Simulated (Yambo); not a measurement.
```
BaZnBO3F
1.0
    5.12724     0.00000     0.00000
   -2.56362     4.44032     0.00000
    0.00000     0.00000     4.36380
B O F Zn Ba
1 3 1 1 1
Direct
  0.66667   0.33333   0.00000
  0.38448   0.30900   0.00000
  0.92452   0.61552   0.00000
  0.69100   0.07548   0.00000
  0.33333   0.66667   0.50000
  0.33333   0.66667   0.00000
  0.00000   0.00000   0.50000
```

The geometry is that of Materials Project entry mp-1077866, symmetrised and not relaxed again.

Q: Where are the main features of Im ε from RPA with local fields on LDA bands (Yambo; 6×6×4 mesh, 86 bands, 3 Ry local-field block, 0.2 eV broadening; field along x)?

A: Peaks at 7.4 eV (2.9), 8.8 eV (3.4), 12.6 eV (1.8), 18.1 eV (1.5), heights in brackets. Structure narrower than a few tenths of an eV can come from the finite k mesh. Convergence of the RPA response with its 6×6×4 mesh was not tested. No excitonic effects at this level.
